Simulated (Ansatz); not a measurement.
The relaxed structure here is a generated cell of Y2Si: the first start was made by a random draw of sites in a space group, and the end was not matched to a known phase here, so it may be hypothetical.

The start is a randomly generated symmetric cell of Y2Si (space group No. 160). The cell and all atomic positions are relaxed at zero pressure with r2SCAN (plane waves to 500 eV, PAW, scalar-relativistic; Ansatz, a quantum-chemistry and plane-wave program). First-step values are on the input's coarse k-mesh.

Ansatz input (later rounds restart from its end on a renewed k-mesh):
Ansatz 0.2 input:
```yaml
crystal:
  lattice:
    - [4.496081, 2.5958136, 3.8352997]
    - [-4.496081, 2.5958136, 3.8352997]
    - [0, -5.1916271, 3.8352997]
  atoms:
    - { symbol: Si, position: [0.52746699, 0.52746699, 0.52746699] }
    - { symbol: Si, position: [0.89712433, 0.89712433, 0.89712433] }
    - { symbol: Si, position: [0.65700606, 0.65700606, 0.65700606] }
    - { symbol: Y, position: [0.67381719, 0.04115865, 0.41471508] }
    - { symbol: Y, position: [0.41471508, 0.67381719, 0.04115865] }
    - { symbol: Y, position: [0.04115865, 0.41471508, 0.67381719] }
    - { symbol: Y, position: [0.41471508, 0.04115865, 0.67381719] }
    - { symbol: Y, position: [0.04115865, 0.67381719, 0.41471508] }
    - { symbol: Y, position: [0.67381719, 0.41471508, 0.04115865] }
basis: { ecutwfc: 500, ecutrho_ratio: 4, xc_grid: 4, fft_grid_basis: typed }
kpoints: { mp_grid: { grid: [4, 4, 4] } }
hamiltonian:
  xc: r2scan
  dispersion: none
  pseudopotentials: { kind: paw }
scf: { occupations: { method: fermi_dirac, width: 0.05 } }
relax: { f_tol: 0.01, max_steps: 100, cell: { stress_tol: 0.02 } }
output: { forces: true, stress: true }
```

```yaml
outcome: The space group goes from R3m (No. 160) to P6/mmm (No. 191), with 3 atoms in the primitive cell
energy_released: about 2.1 eV/atom
band_gap_at_the_end: zero (metallic)
optimiser_moves: 21
```

Final values are on a 11×11×15 k-mesh of the relaxed cell. The start holds a very short contact (Si–Si 1.49 Å). No spin polarisation in the result.

The run could not lose the symmetry of its start, so the end can be a saddle point.
